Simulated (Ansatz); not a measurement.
Relaxed CdTe (zinc blende):

```
CELL_PARAMETERS angstrom
      0.00000     3.30902     3.30902
      3.30902     0.00000     3.30902
      3.30902     3.30902     0.00000
ATOMIC_POSITIONS crystal
  Te 0.75000 0.75000 0.75000
  Cd 0.00000 0.00000 0.00000
```

Calculation: PBE (plane waves to 420 eV, PAW, scalar-relativistic; Ansatz, a program for electronic structure). k mesh 7×7×7 (Γ-centred), Fermi-Dirac smearing 0.05 eV. CdTe was relaxed with its symmetry unable to fall. Spin-orbit coupling is left out, though Te is heavy.

One atom of the cell was then moved (with its periodic images), all else fixed, and the forces (eV/Å) came out as:

```tsv
atom	Fx	Fy	Fz
Te1	0.779	0.779	-0.779
Cd2	-0.779	-0.779	0.779
```

With two atoms only their relative shift counts; take Cd2 as fixed.

**Question.** Which atom was moved, and by which vector (Å)?

**Answer.** Te1, by (-0.13, -0.13, 0.13), 0.23 Å in all.

(For displaced atoms, the force is minus the slope of the energy, and its curvature is a force constant, which sets phonon frequencies.)
